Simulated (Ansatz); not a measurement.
A relaxed cell of Ti3Si4Ni is given with its symmetry left out. The cell was found from a structure generator's guess, not taken from experiment.

Level of theory: DFT PBE, scalar-relativistic, plane waves, PAW (Ansatz 0.2.0). Cutoff 420 eV, Γ-centred mesh, Gaussian smearing, no spin polarisation.

```yaml
crystal:
  lattice:
    - [-2.27664, 2.27664, 5.45796]
    - [2.27664, -2.27664, 5.45796]
    - [2.27664, 2.27664, -5.45796]
  atoms:
    - { symbol: Ti, position: [0.68301, 0.18301, 0.50000] }
    - { symbol: Ti, position: [0.18301, 0.68301, 0.50000] }
    - { symbol: Ti, position: [0.81263, 0.81263, 0.00000] }
    - { symbol: Si, position: [0.93331, 0.43331, 0.50000] }
    - { symbol: Si, position: [0.43331, 0.93331, 0.50000] }
    - { symbol: Si, position: [0.04604, 0.04604, 0.00000] }
    - { symbol: Si, position: [0.56589, 0.56589, 0.00000] }
    - { symbol: Ni, position: [0.34281, 0.34281, 0.00000] }
```

Energies over the elements count from the elements' standard structures at the same level, with no fitted energy shifts.

Task: What space group does it have?

Result: I4mm (No. 107). Conventional cell: a = 4.553 Å, c = 10.916 Å. Around Ti on a site of symmetry 2mm lie 6 Si at 2.61–2.73 Å, 2 Ti at 2.68 Å, 2 Ni at 2.87 Å and 4 Ti at 3.22 Å; Ti on a site of symmetry 4mm has 6 Si at 2.55–2.69 Å, 4 Ti at 2.68 Å and 4 Ni at 3.24 Å; Si on a site of symmetry 2mm is surrounded by 2 Ni at 2.48 Å, 4 Si at 2.59–2.70 Å, 4 Ti at 2.63–2.73 Å and 4 Si at 3.22 Å; Ni has 5 Si at 2.44–2.48 Å, 4 Ti at 2.87 Å, 4 Ti at 3.24 Å and 1 Si at 3.24 Å; 2 more sites not described.

Task: What is its formation energy per atom?

Result: −0.36 eV/atom. It lies below the elements, which doesn't yet make it stable against other compounds or structures.

Task: Is it a metal?

Result: Yes, bands cross the Fermi level on the 12×12×12 mesh.

The last run used a 12×12×12 mesh for its 8-atom cell and Gaussian smearing of 0.10 eV. Trial moments died out on the coarse mesh, so the last step has no spin; another magnetic start might hold. Symmetry constrained the relaxation, so the result can be a saddle point.
